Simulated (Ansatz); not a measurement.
Input file for Ansatz (an electronic-structure program):

Ansatz 0.2 input:
```yaml
crystal:
  lattice:
    - [1.9154426045, -5.3589217463, 0.0]
    - [1.9154426045, 5.3589217463, 0.0]
    - [0.0, 0.0, 12.6836388723]
  atoms:
    - { symbol: Si, position: [0.7573164862, 0.2426835138, 0.4450699703] }
    - { symbol: Si, position: [0.2426835138, 0.7573164862, 0.5549300297] }
    - { symbol: Si, position: [0.2426835138, 0.7573164862, 0.9450699703] }
    - { symbol: Si, position: [0.7573164862, 0.2426835138, 0.0549300297] }
    - { symbol: Si, position: [0.4286842426, 0.5713157574, 0.6572728292] }
    - { symbol: Si, position: [0.5713157574, 0.4286842426, 0.3427271708] }
    - { symbol: Si, position: [0.5713157574, 0.4286842426, 0.1572728292] }
    - { symbol: Si, position: [0.4286842426, 0.5713157574, 0.8427271708] }
    - { symbol: Si, position: [0.9713090964, 0.0286909036, 0.4094032307] }
    - { symbol: Si, position: [0.0286909036, 0.9713090964, 0.5905967693] }
    - { symbol: Si, position: [0.0286909036, 0.9713090964, 0.9094032307] }
    - { symbol: Si, position: [0.9713090964, 0.0286909036, 0.0905967693] }
kpoints:
  mp_grid: { grid: [8, 8, 3] }
hamiltonian:
  xc: r2scan
  pseudopotentials: { azcp: { folder: ./paw }, kind: paw }
scf:
  occupations: { method: fixed }
checkpoint: { read: static.run }
output: { write_density: true, elf: true, volumetric_format: npy }
basis: { fft_grid_basis: typed }
```

Output (shortened):

```
Pseudopotential: Si, paw, valence charge 4
Functional definition: r2SCAN
Crystal: 12 atoms, lattice volume = 260.388 Å³
Basis set: ecut = 500 eV, 6599 PW (Γ), exchange–correlation on 180×180×384 points (64 copies of the dense FFT grid, shifted against one another)
Bands: 36, of which v1, the nominal top of the filled ones, is band 24 counted from 1 (23 counted from 0)
Symmetry: 8 space group operations
Space group: Cmcm (ITA 63), of the structure as read, at distance tolerance 6.4e-5 Å
k-points: 42 of 192
Stability of the state it starts from, as read at its close in the unpolarized treatment …
iter 1 solved again at ethr=5.99e-7 eV; its pass at ethr=3.10e-3 eV (dr2=2.88e-4 eV) is discarded
SCF iter   1: F=—  HF=-7667.468622 eV  |F-HF|=—  |Δ(HF+E_count)|=         —  Δρ=8.52e-7  dr2=2.93e-9  dr2_τ=3.18e-11  ethr=5.99e-7  ⟨swp⟩=3.7  Hψ=10654  notcnv=0  defer=420
preconditioner: auto → Resta (q_TF=auto, 2.058 Å⁻¹)
SCF iter   2: F=—  HF=-7667.468668 eV  |F-HF|=—  |Δ(HF+E_count)|=   4.62e-5  Δρ=3.77e-7  dr2=7.29e-10  dr2_τ=2.49e-11  ethr=6.11e-12  ⟨swp⟩=16.8  Hψ=11734  notcnv=0
SCF iter   3: F=-7667.468668 eV  HF=-7667.468668 eV  |F-HF|=9.82e-11  |Δ(HF+E_count)|=  4.18e-11  Δρ=2.59e-7  dr2=2.96e-10  dr2_τ=3.13e-12  ethr=1.52e-12  ⟨swp⟩=1.0  Hψ=3362  notcnv=0
SCF 1 converged in 3 iterations: F = -7667.468668 eV  dr2 = 2.96e-10
SCF converged after 3 iterations
Free energy (F): -7667.468668 eV
Harris-Foulkes:  -7667.468668 eV  (|F-HF|=9.82e-11)
Internal energy: -7667.468668 eV  (E = F + TS)
E sigma→0 (E₀):  -7667.468668 eV
Fermi energy:    5.399417 eV
--- Per-component energies (eV) ---
  E_band       = 3.120637
  E_kinetic    = 487.143584
  E_local      = -502.788036  (includes V_loc(G=0)·N_el)
  E_nonlocal   = 265.062616
  E_hartree    = 178.403674
  E_xc         = -631.077423
  E_vxc        = -607.987318  (∫ρ·V_xc dr)
  E_paw        = -6220.242255  (= ΣΔE_a)
  E_vpaw       = -18.951130  (= ΣTr[D̂ρ^β])
  E_aug_tail   = 0.000172  (compensation charges beyond the density's cutoff)
  E_vtau       = 23.833671  (kinetic-family band-sum trace: ∫τ·v_τ [+ j·A + Jᵃ·Aᵃ] dr)
  E_ewald      = -1243.053803
  E_core_change = -0.917197  (= ΣΔE_core)
  E_smearing   =  0.000000  (= −TS)
  E_closure    = 0.000000  (closes the sum)
  Σ components = -7667.468668   (vs F -7667.468668, Δ=0.00e0)
  [band-id]    e_kinetic+e_local+e_nonlocal+2·e_hartree+e_vxc+e_vpaw+e_augmentation_tail+e_vtau = 3.120907   (vs E_band 3.120637, Δ=2.70e-4)
--- Band table (eV; the first three rows and the last of 42) ---
  k-point 0: bands = ["-7.2613", "-6.9088", "-5.6283", "-4.2387", "-3.6768", "-2.8494", "-1.8040", "-1.3012", "-0.9653", "0.1279", "0.2225", "0.8929", "1.4364", "1.6251", "2.7677", "2.9775", "3.4615", "3.5513", "3.6752", "3.7700", "4.0400", "4.3700", …
  k-point 1: bands = ["-7.1941", "-7.0251", "-5.3583", "-4.7559", "-3.2667", "-2.9445", "-1.5971", "-1.3330", "-0.9201", "-0.4739", "0.3704", "0.6786", "1.8074", "1.8850", "2.9058", "3.0490", "3.2488", "3.6320", "3.6648", "3.7771", "4.0303", "4.2655", …
  k-point 2: bands = ["-7.0981", "-6.7447", "-5.4886", "-4.0973", "-3.6030", "-2.8571", "-2.0160", "-1.0259", "-0.7343", "-0.1297", "0.0032", "0.8579", "1.3109", "1.6772", "2.2358", "2.7601", "2.8854", "2.8945", "3.3568", "3.3650", "3.6852", "3.8795", …
  k-point 41: bands = ["-6.2985", "-6.0874", "-5.6920", "-5.6414", "-4.7062", "-4.1140", "-2.6235", "-2.1407", "-0.2738", "0.3306", "1.5850", "2.1131", "2.3454", "2.4939", "3.4376", "3.4731", "3.6738", "3.8435", "4.1557", "4.2040", "4.2626", "4.2730", …
```

Cost: about 22 core-seconds (a rough figure) on shared cores.

The workflow started from a Materials Project entry (that database holds measured and hypothetical structures alike); the Crystallography Open Database copy checked does not list it. It is not the phase usual at ambient conditions (space group No. 227). Symmetry was held in the r²SCAN relaxation; phonons on a q-mesh show no instability.

Potentials: the earlier of the program's two PAW sets.

Ansatz is a plane-wave DFT program.
